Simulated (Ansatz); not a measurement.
Starting cell, Re (hcp, Mg type):

```
Re
1.0
    2.77518     0.00000     0.00000
   -1.38759     2.40338     0.00000
    0.00000     0.00000     8.96604
Re
4
Direct
  0.33333   0.66667   0.37500
  0.33333   0.66667   0.87500
  0.66667   0.33333   0.12500
  0.66667   0.33333   0.62500
```

A phonon eigenvector at A = (0.0, 0.0, 0.5) is frozen into this cell: atom i moves by Q times the vector below, so Q is the largest atomic displacement, in Å. The cell is held. It is one choice among 4 degenerate patterns. (q is in reciprocal vectors of the primitive cell; the cell shown is doubled to hold the pattern.)

```tsv
atom	x	y	z
Re3	0.000	-1.000	0.000
Re4	0.000	1.000	0.000
```

Atoms not listed stay in place.

Calculation: PBE (plane waves to 420 eV, PAW, scalar-relativistic; Ansatz, a first-principles code). k mesh 19×19×6 (Γ-centred), Fermi-Dirac smearing 0.05 eV. Energies are smeared free energies. With partly filled bands, energies and forces of such displacements shift with the k mesh and the smearing. Re is run without spin polarisation. Re was relaxed with its symmetry unable to fall. Spin-orbit coupling is left out, though Re is heavy. The PAW data are Ansatz's earlier set. The zero of ΔE is the undisplaced structure. The last digit holds for this mesh only.

```csv
Q (Å),ΔE (meV/cell)
-0.2800,360.9
-0.2333,250.7
-0.1867,withheld
-0.1400,89.7
-0.0933,39.7
-0.0467,9.9
0.0000,0.0
0.0467,9.9
0.0933,39.7
0.1400,89.7
0.1867,withheld
0.2333,250.7
0.2800,360.9
```

Question: Fit an even polynomial form (powers 2, 4, 6) to the given rows and predict ΔE at Q = -0.1867.

Answer: Least squares on the 11 given rows: ΔE = (4543)·Q² + (2041)·Q⁴ + (-16210)·Q⁶, in meV/cell with Q in Å; root-mean-square residual 0.01 meV/cell. At -0.1867 the fit gives 160.1 meV/cell; the calculation gives 160.1 meV/cell, the same to the digits shown. The quadratic term alone would give 158.4 meV/cell.

(For displaced atoms, the force is minus the slope of the energy, and its curvature is a force constant, which sets phonon frequencies.)
